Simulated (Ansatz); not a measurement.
Ca started on a Ga site and an O vacancy, 5.80 Å apart at the start in cubic perovskite LaGaO3, 39 atoms, charge −1

Method: DFT, HSE06, PAW, plane waves in Ansatz 0.2.0.

Input file:

```yaml
crystal:
  lattice:
    - [7.729308, 0.000000, 0.000000]
    - [0.000000, 7.729308, 0.000000]
    - [0.000000, 0.000000, 7.729308]
  atoms:
    - { symbol: La, position: [0.006907, 0.986898, 0.985444] }
    - { symbol: La, position: [0.993313, 0.977435, 0.485224] }
    - { symbol: La, position: [0.000112, 0.490914, 0.986111] }
    - { symbol: La, position: [0.995847, 0.482511, 0.492794] }
    - { symbol: La, position: [0.504785, 0.018833, 0.008484] }
    - { symbol: La, position: [0.506924, 0.001595, 0.523242] }
    - { symbol: La, position: [0.493387, 0.514118, 0.015845] }
    - { symbol: La, position: [0.508531, 0.525761, 0.515289] }
    - { symbol: Ca, position: [0.252441, 0.247410, 0.256310] }
    - { symbol: Ga, position: [0.251085, 0.250611, 0.748046] }
    - { symbol: Ga, position: [0.250237, 0.748232, 0.249385] }
    - { symbol: Ga, position: [0.249255, 0.749238, 0.749915] }
    - { symbol: Ga, position: [0.750072, 0.248631, 0.248192] }
    - { symbol: Ga, position: [0.749583, 0.251218, 0.750888] }
    - { symbol: Ga, position: [0.749475, 0.749807, 0.244969] }
    - { symbol: Ga, position: [0.753844, 0.746543, 0.797916] }
    - { symbol: O, position: [0.295199, 0.286942, 0.983783] }
    - { symbol: O, position: [0.189796, 0.207301, 0.520279] }
    - { symbol: O, position: [0.219167, 0.706776, 0.995904] }
    - { symbol: O, position: [0.280420, 0.790364, 0.502442] }
    - { symbol: O, position: [0.696952, 0.276253, 0.996582] }
    - { symbol: O, position: [0.799308, 0.224359, 0.502326] }
    - { symbol: O, position: [0.721409, 0.775631, 0.496593] }
    - { symbol: O, position: [0.982439, 0.302097, 0.213582] }
    - { symbol: O, position: [0.995795, 0.230072, 0.808733] }
    - { symbol: O, position: [0.994964, 0.697150, 0.271918] }
    - { symbol: O, position: [0.000204, 0.783640, 0.726618] }
    - { symbol: O, position: [0.520907, 0.185871, 0.285575] }
    - { symbol: O, position: [0.502538, 0.275011, 0.693273] }
    - { symbol: O, position: [0.504657, 0.790188, 0.207849] }
    - { symbol: O, position: [0.500617, 0.715107, 0.774835] }
    - { symbol: O, position: [0.199078, 0.979374, 0.215426] }
    - { symbol: O, position: [0.286062, 0.997471, 0.791453] }
    - { symbol: O, position: [0.302781, 0.517082, 0.287115] }
    - { symbol: O, position: [0.217581, 0.501822, 0.707725] }
    - { symbol: O, position: [0.805801, 0.993869, 0.215033] }
    - { symbol: O, position: [0.718099, 0.000705, 0.773502] }
    - { symbol: O, position: [0.698151, 0.502211, 0.265957] }
    - { symbol: O, position: [0.784751, 0.500753, 0.724695] }
  symmetry: { detect: false }
kpoints:
  mp_grid: { grid: [1, 1, 1], shift: [0.25, 0.25, 0.25] }
hamiltonian:
  xc: hse06
total_charge: -1
scf:
  occupations: { method: fermi_dirac, width: 0.01 }
output:
  forces: true
  eigenvalues: true
  populations: true
  charged_corrections: { epsilon: 27 }
  eigenstates: { kpoints: [[0.25, 0.25, 0.25]], e_range: [-6.0, 6.0], localisation: true }
```

Launch command:

```sh
ansatz run in.yaml --threads 8 --pin off --max-ram 13300MiB --runs-dir r --events-out ev --progress --plain
```

Output (machine lines and repeated set-up lines are left out; […] marks rows cut from tables):

```
La: projections on atomic orbitals take those of the free atom [Kr 4d10] 4f0 5s2 5p6 5d1 6s2, of charge +0.00 (hamiltonian.pseudopotentials.projection_atoms); the dataset's partial waves leave at most 1.9e-5 of an orbital's norm unspanned inside its sphere
Pseudopotentials: kind: paw
Functional definition: HSE06
  parameter a = 0.25
  parameter omega = 0.11/bohr
  exchange = pbe_x - a*pbe_x_sr(omega) + a*exact_x_sr(omega)
  correlation = pbe_c
Crystal: 39 atoms, lattice volume = 461.766 Å³
Basis set: ecut = 420 eV, 9045 PW (Γ), exchange–correlation on 108×108×108 points (8 copies of the dense FFT grid, shifted against one another)
Bands: 203, of which v1, the nominal top of the filled ones, is band 164 counted from 1 (163 counted from 0)
Symmetry: 1 space group operations
k-points: 1
Non-local potential: La, projectors of the file, l = 0: 3, l = 1: 2, l = 2: 2, l = 3: 3
Non-local potential: Ca, projectors of the file, l = 0: 3, l = 1: 2, l = 2: 2
Non-local potential: Ga, projectors of the file, l = 0: 2, l = 1: 2, l = 2: 3, l = 3: 1
Non-local potential: O, projectors of the file, l = 0: 2, l = 1: 2, l = 2: 1
PAW form: soft (Blöchl's): semilocal exchange-correlation on the pseudo side does not see the compensation charge
PAW frozen core: La, regenerated for the run's functional, and the local potential with it (the file was generated under x = pbe(κ = 0.804, μ = 0.2195149727645171), c = pbe(β = 0.06672455060314922))
PAW frozen core: Ca, regenerated for the run's functional, and the local potential with it (the file was generated under x = pbe(κ = 0.804, μ = 0.2195149727645171), c = pbe(β = 0.06672455060314922))
PAW frozen core: Ga, regenerated for the run's functional, and the local potential with it (the file was generated under x = pbe(κ = 0.804, μ = 0.2195149727645171), c = pbe(β = 0.06672455060314922))
PAW frozen core: O, regenerated for the run's functional, and the local potential with it (the file was generated under x = pbe(κ = 0.804, μ = 0.2195149727645171), c = pbe(β = 0.06672455060314922))
PAW one-centre angular grid: La, 590 points (default); XC on 64 Gauss nodes
PAW one-centre angular grid: Ca, 110 points (default); XC on 64 Gauss nodes
PAW one-centre angular grid: Ga, 590 points (default); XC on 64 Gauss nodes
PAW one-centre angular grid: O, 110 points (default); XC on 96 Gauss nodes
Initial density: superposition of atomic densities (neutral atoms scaled as one to the charged cell's electrons: chi_scale 0, normalization atom), corrected by the library's trained network
Initial wavefunctions: pseudopotential atomic-orbital guess
Functional: x = pbe(κ = 0.804, μ = 0.2195149727645171), c = pbe(β = 0.06672455060314922), warm-up for x = pbe(κ = 0.804, μ = 0.2195149727645171) + 0.25 (exact − pbe) at short range (hse, ω = 0.20786987370883472 Å⁻¹), c = pbe(β = 0.06672455060314922); HSE06 as pw.x's `hse` composes it (authors' and Libxc's form: `xc: wpbeh`)
SCF iter   1: F=—  HF=-91380.577620 eV  |F-HF|=—  |Δ(HF+E_count)|=         —  Δρ=1.01e-2  dr2=4.68e-1  ethr=1.77e-3  ⟨swp⟩=5.0  Hψ=975  notcnv=0
preconditioner: auto → none  [insulator: Δε(μ)=2.903 eV  Ē_g=13.529 eV  σ=0.010 eV  W_gap=1.00  n_scr=146 (ndim 8)  ℏωp=30.4 eV  f_vac=0.000  D(μ)=0.00/eV (n_scr^D=0)]
SCF iter   2: F=—  HF=-91380.497288 eV  |F-HF|=—  |Δ(HF+E_count)|=   8.03e-2  Δρ=5.31e-3  dr2=1.84e-1  ethr=1.43e-4  ⟨swp⟩=9.0  Hψ=779  notcnv=0
SCF iter   3: F=—  HF=-91380.456241 eV  |F-HF|=—  |Δ(HF+E_count)|=   4.10e-2  Δρ=2.35e-3  dr2=2.70e-2  ethr=5.61e-5  ⟨swp⟩=9.0  Hψ=740  notcnv=0
SCF iter   4: F=—  HF=-91380.452050 eV  |F-HF|=—  |Δ(HF+E_count)|=   4.19e-3  Δρ=1.19e-3  dr2=5.07e-3  ethr=8.23e-6  ⟨swp⟩=9.0  Hψ=693  notcnv=0  defer=2
iter 5 solved again at ethr=1.21e-7 eV; its pass at ethr=1.55e-6 eV (dr2=3.98e-4 eV) is discarded
SCF iter   5: F=-91380.452147 eV  HF=-91380.451924 eV  |F-HF|=2.23e-4  |Δ(HF+E_count)|=   1.26e-4  Δρ=4.01e-4  dr2=3.93e-4  ethr=1.21e-7  ⟨swp⟩=11.0  Hψ=1025  notcnv=0  defer=1
SCF 1 stopped early in 5 iterations: F = -91380.452147 eV  dr2 = 3.93e-4
  greatest PAW one-centre occupation: 0.998 electrons in one spin orbital (limit 2), on the Ga atom at site 14 (counted from 0), in its partial waves of l = 2
Initial density: handed on by an earlier stage of this run
Initial wavefunctions: those handed on with the density
Functional: x = pbe(κ = 0.804, μ = 0.2195149727645171) + 0.25 (exact − pbe) at short range (hse, ω = 0.20786987370883472 Å⁻¹), c = pbe(β = 0.06672455060314922); HSE06 as pw.x's `hse` composes it (authors' and Libxc's form: `xc: wpbeh`)
Exchange kernel: α = 0.2500, screened, ω = 0.2079 Å⁻¹, Wigner–Seitz truncation, v(0) = 756.4176 eV·Å³, q-mesh 1×1×1, nearest image of the exchange supercell L = 7.73 Å, pair-density grid 40×40×40, without the augmentation charges, whose exchange is taken in its separable form (sized by the pseudopotential files, 54×54×54 at the most)
Frozen-core exchange: fock
SCF iter   1: F=—  HF=-91419.107661 eV  |F-HF|=—  |Δ(HF+E_count)|=         —  Δρ=1.39e-2  dr2=9.99e-1  ethr=1.20e-6  ⟨swp⟩=18.0  Hψ=1482  notcnv=0
preconditioner: auto → none  [insulator: Δε(μ)=4.040 eV  Ē_g=17.893 eV  σ=0.010 eV  W_gap=1.00  n_scr=146 (ndim 8)  ℏωp=30.4 eV  f_vac=0.000  D(μ)=0.00/eV (n_scr^D=0)]
SCF iter   2: F=—  HF=-91418.747049 eV  |F-HF|=—  |Δ(HF+E_count)|=   3.61e-1  Δρ=7.80e-3  dr2=1.43e-1  ethr=1.20e-6  ⟨swp⟩=7.0  Hψ=1094  notcnv=0  defer=39
SCF iter   3: F=—  HF=-91418.942688 eV  |F-HF|=—  |Δ(HF+E_count)|=   1.96e-1  Δρ=3.94e-3  dr2=4.70e-2  ethr=1.20e-6  ⟨swp⟩=8.0  Hψ=1026  notcnv=0  defer=37
SCF iter   4: F=—  HF=-91418.930556 eV  |F-HF|=—  |Δ(HF+E_count)|=   1.21e-2  Δρ=1.61e-3  dr2=5.89e-3  ethr=1.20e-6  ⟨swp⟩=6.0  Hψ=764  notcnv=0
SCF iter   5: F=—  HF=-91418.930286 eV  |F-HF|=—  |Δ(HF+E_count)|=   2.70e-4  Δρ=3.53e-4  dr2=2.28e-3  ethr=1.20e-6  ⟨swp⟩=4.0  Hψ=497  notcnv=0
SCF iter   6: F=—  HF=-91418.944593 eV  |F-HF|=—  |Δ(HF+E_count)|=   1.43e-2  Δρ=1.14e-3  dr2=5.25e-3  ethr=1.92e-7  ⟨swp⟩=8.0  Hψ=1005  notcnv=0  defer=26
SCF iter   7: F=—  HF=-91418.943023 eV  |F-HF|=—  |Δ(HF+E_count)|=   1.57e-3  Δρ=1.69e-4  dr2=1.97e-4  ethr=1.92e-7  ⟨swp⟩=5.0  Hψ=754  notcnv=0
SCF iter   8: F=-91418.942960 eV  HF=-91418.942979 eV  |F-HF|=1.90e-5  |Δ(HF+E_count)|=   4.34e-5  Δρ=6.77e-5  dr2=7.24e-5  ethr=4.51e-8  ⟨swp⟩=4.0  Hψ=551  notcnv=0
SCF 2 stopped early in 8 iterations: F = -91418.942960 eV  dr2 = 7.24e-5
  Residual-converged pass: ⟨swp⟩=4.0  Hψ=683  notcnv=0  max |occ|·‖R‖ = 3.5e-6 eV (tolerance 6.7e-6 eV)  dr2=7.26e-5  dr2_onsite=2.14e-6  max |Δocc| = 0.0e0
  greatest PAW one-centre occupation: 0.998 electrons in one spin orbital (limit 2), on the Ga atom at site 11 (counted from 0), in its partial waves of l = 2
hybrid outer 1: dexx = +2.585e-1 eV, tail = 1.09e-3 eV
SCF iter   1: F=—  HF=-91418.930614 eV  |F-HF|=—  |Δ(HF+E_count)|=         —  Δρ=8.94e-5  dr2=5.49e-5  ethr=1.66e-6  ⟨swp⟩=10.0  Hψ=661  notcnv=0
preconditioner: auto → none  [insulator: Δε(μ)=4.038 eV  Ē_g=17.273 eV  σ=0.010 eV  W_gap=1.00  n_scr=146 (ndim 8)  ℏωp=30.4 eV  f_vac=0.000  D(μ)=0.00/eV (n_scr^D=0)]
SCF iter   2: F=—  HF=-91418.930612 eV  |F-HF|=—  |Δ(HF+E_count)|=   2.39e-6  Δρ=2.31e-5  dr2=2.85e-6  ethr=1.45e-8  ⟨swp⟩=4.0  Hψ=630  notcnv=0
SCF iter   3: F=—  HF=-91418.930629 eV  |F-HF|=—  |Δ(HF+E_count)|=   1.69e-5  Δρ=1.65e-5  dr2=1.14e-6  ethr=3.23e-10  ⟨swp⟩=6.0  Hψ=864  notcnv=0  defer=35
SCF iter   4: F=—  HF=-91418.930628 eV  |F-HF|=—  |Δ(HF+E_count)|=   2.31e-7  Δρ=6.23e-6  dr2=2.17e-7  ethr=3.23e-10  ⟨swp⟩=8.0  Hψ=662  notcnv=0
SCF iter   5: F=—  HF=-91418.930628 eV  |F-HF|=—  |Δ(HF+E_count)|=   4.76e-8  Δρ=1.89e-6  dr2=3.66e-8  ethr=5.29e-11  ⟨swp⟩=4.0  Hψ=496  notcnv=0
SCF iter   6: F=-91418.930629 eV  HF=-91418.930629 eV  |F-HF|=1.45e-8  |Δ(HF+E_count)|=   2.76e-7  Δρ=2.15e-6  dr2=1.85e-8  ethr=3.77e-12  ⟨swp⟩=6.0  Hψ=875  notcnv=0  defer=35
SCF 3 converged in 6 iterations: F = -91418.930629 eV  dr2 = 1.85e-8
  Residual-converged pass: ⟨swp⟩=2.0  Hψ=327  notcnv=0  max |occ|·‖R‖ = 1.4e-6 eV (tolerance 2.0e-6 eV)  dr2=1.85e-8  dr2_onsite=1.35e-9  max |Δocc| = 0.0e0
hybrid outer 2: dexx = +1.668e-5 eV, tail = 2.87e-7 eV, Δε = 4.82e-3 eV (about 1.18e-4 eV left of the loop's levels), ΔF = 1.21e-2 eV/Å (tail 2.40e-3)
SCF iter   1: F=—  HF=-91418.930626 eV  |F-HF|=—  |Δ(HF+E_count)|=         —  Δρ=2.82e-6  dr2=3.12e-8  ethr=4.37e-10  ⟨swp⟩=12.0  Hψ=784  notcnv=0
preconditioner: auto → none  [insulator: Δε(μ)=4.038 eV  Ē_g=17.268 eV  σ=0.010 eV  W_gap=1.00  n_scr=146 (ndim 8)  ℏωp=30.4 eV  f_vac=0.000  D(μ)=0.00/eV (n_scr^D=0)]
SCF iter   2: F=-91418.930626 eV  HF=-91418.930626 eV  |F-HF|=1.08e-9  |Δ(HF+E_count)|=   8.09e-9  Δρ=6.64e-7  dr2=3.05e-9  ethr=8.57e-12  ⟨swp⟩=4.0  Hψ=456  notcnv=0
SCF 4 converged in 2 iterations: F = -91418.930626 eV  dr2 = 3.05e-9
  Residual-converged pass: ⟨swp⟩=3.0  Hψ=387  notcnv=0  max |occ|·‖R‖ = 3.1e-6 eV (tolerance 3.3e-6 eV)  dr2=3.21e-9  dr2_onsite=1.89e-10  max |Δocc| = 0.0e0
hybrid outer 3: dexx = +8.876e-9 eV, tail = 6.56e-9 eV, Δε = 4.89e-5 eV (about 9.43e-6 eV left of the loop's levels), ΔF = 5.32e-4 eV/Å (tail 4.64e-4)
NSCF: frozen V_eff on 1 k-points
hybrid SCF converged: 3 outer / 16 inner (+5 warm-up), last move |dexx| = 8.88e-9 eV, tail = 6.56e-9 eV
Stability not checked: this state was not tested for a lower state beside it, because the functional holds exact exchange (a hybrid, or Hartree-Fock), whose exchange loop this test does not read (fock_operator; see scf.lower_state_search)
Free energy (F): -91418.930626 eV
Harris-Foulkes:  -91418.930626 eV  (|F-HF|=1.08e-9)
Internal energy: -91418.930626 eV  (E = F + TS)
E sigma→0 (E₀):  -91418.930626 eV
Fermi energy:    14.513022 eV
--- Per-component energies (eV) ---
  E_band       = -133.385935
  E_kinetic    = 6773.557317
  E_local      = -22167.465444  (includes V_loc(G=0)·N_el)
  E_nonlocal   = 4947.881063
  E_hartree    = 9698.786704
  E_xc         = -2790.442940
  E_vxc        = -3172.737482  (∫ρ·V_xc dr)
  E_exx        = -1001.820672  (= α·E_x^exact, valence–valence)
  E_paw        = -61550.882279  (= ΣΔE_a)
  E_vpaw       = -3908.609640  (= ΣTr[D̂ρ^β])
  E_aug_tail   = 0.055101  (compensation charges beyond the density's cutoff)
  E_ewald      = -25327.259298
  E_core_change = -1.340179  (= ΣΔE_core)
  E_smearing   = -0.000000  (= −TS)
  E_closure    = 0.000000  (closes the sum)
  E_deformation_potential = -22.464577  (in the stress; not in F)
  Σ components = -91418.930626   (vs F -91418.930626, Δ=1.46e-11)
--- Forces (eV/Å), atoms counted from 1 ---
  atom   1  La     0.02147544     0.01623195     0.01910667
  atom   2  La     0.02801811     0.02846309    -0.01242590
  atom   3  La     0.00594884    -0.02816282    -0.00382220
  atom   4  La     0.01466814    -0.02514103     0.00335817
  atom   5  La    -0.03374990     0.02813720     0.02255694
  atom   6  La    -0.00308721     0.01120439    -0.01313652
  atom   7  La    -0.00981364    -0.02136566     0.03321174
  atom   8  La    -0.01286090    -0.01319948     0.00162971
  atom   9  Ca    -0.00765758    -0.00604329    -0.00096268
  atom  10  Ga    -0.02584965     0.00020578    -0.00242079
  atom  11  Ga    -0.00960087     0.01192452    -0.01630034
  atom  12  Ga    -0.01021991    -0.00156579     0.00265332
  atom  13  Ga     0.00563861     0.01352604    -0.00143387
  atom  14  Ga     0.02649960     0.01352075    -0.00204537
  atom  15  Ga    -0.00603536     0.00858639     0.13999322
  atom  16  Ga    -0.00323975    -0.00855030    -0.14217290
  atom  17  O      0.00366314    -0.00267910    -0.19370375
  atom  18  O      0.06304780     0.02500251     0.20091874
  atom  19  O      0.03969325     0.04601157    -0.01833190
  atom  20  O     -0.02417978    -0.04848468     0.02000423
  atom  21  O      0.05944877    -0.03231245    -0.03064314
  atom  22  O     -0.06189232     0.02778744     0.01221148
  atom  23  O     -0.00045668    -0.01968868    -0.15259871
  atom  24  O     -0.19692631    -0.00282219    -0.00395408
  atom  25  O     -0.02938132     0.00184675    -0.05499320
  atom  26  O     -0.06201877     0.07902309    -0.00425257
  atom  27  O      0.03278365    -0.00255737     0.04840556
  atom  28  O      0.18477078     0.02341966    -0.00447205
  atom  29  O      0.01313523    -0.01951623     0.04127416
  atom  30  O      0.06332584    -0.03976433    -0.00107771
  atom  31  O     -0.00112426     0.01167303     0.01562450
  atom  32  O      0.03329352    -0.20776960    -0.00214613
  atom  33  O     -0.03465508    -0.03560957    -0.04179262
  atom  34  O     -0.01832344     0.18205982     0.00064115
  atom  35  O      0.04247965     0.02821292     0.03275590
  atom  36  O     -0.10827294    -0.07418297     0.02864327
  atom  37  O      0.01685900     0.00993439     0.03049552
  atom  38  O      0.05212289     0.04940425    -0.01130461
  atom  39  O     -0.04752697    -0.02677403     0.06053068
  max |Σ_I F_I| component: 2.39e-5 eV/Å
--- Charged-cell corrections in eV (Makov–Payne, q = -1.000 e, ε = 27.000) ---
  F (periodic)     = -91418.930626  (uncorrected; the corrections below are reported, never added to it)
  E_corr1          = +0.097886  (monopole, q²α_M/2εL)
  F Makov-Payne    = -91418.832740  (F + E_corr1; no measured alignment; for a localised charge, not one spread in a band: unchecked)
--- Band table (eV) ---
  k-point 0: bands = ["-28.2217", "-21.4140", "-21.3459", "-21.3230", "-21.2856", "-21.2659", "-21.2277", "-21.2061", "-21.1737", "-9.6725", "-9.6201", "-9.5129", "-9.3636", "-9.2772", "-9.0829", "-8.8672", "-8.8268", "-8.7132", "-8.6213", "-8.4912", "-8.3618", "-8.3404", "-8.2801", "-8.2110", "-8.0944", "-8.0527", "-7.9919", "-7.9770", "-7.8992", "-7.8558", "-7.8217", "-7.6730", "-6.8026", "-6.78 …
--- Löwdin populations: 39 sites ---
  site symbol       q [e]
     0     La      9.9683
     1     La      9.8747
     2     La      9.9673
     3     La      9.8754
     4     La      9.9387
     5     La      9.8913
     6     La      9.9542
     7     La      9.8826
     8     Ca      8.2313
     9     Ga     12.0622
    10     Ga     12.0622
    11     Ga     12.0725
    12     Ga     12.0605
    13     Ga     12.0674
    14     Ga     12.1898
    15     Ga     12.4380
    16      O      6.7699
    17      O      6.7941
    18      O      6.6768
    19      O      6.6834
    20      O      6.6795
    21      O      6.6813
    22      O      6.6871
    23      O      6.7577
    24      O      6.6548
    25      O      6.6786
    26      O      6.6695
    27      O      6.7729
    28      O      6.6764
    29      O      6.6713
    30      O      6.6706
    31      O      6.7741
    32      O      6.6795
    33      O      6.7846
    34      O      6.6883
    35      O      6.6684
    36      O      6.6759
    37      O      6.6733
    38      O      6.6746
  spilling = 0.004028 (of n_electrons = 328.000000)
```

Absolute energies hang on the potentials; compare differences alone.

The atoms are those of an earlier PBEsol relaxation. One k point and one spin start were run, so the state needn't be the lowest, and an added charge can sit in a band of the host.

Time: 99 s of wall time on 8 threads of a Platinum 8259CL processor, on a host shared with other runs; peak host memory 2.3 GiB.
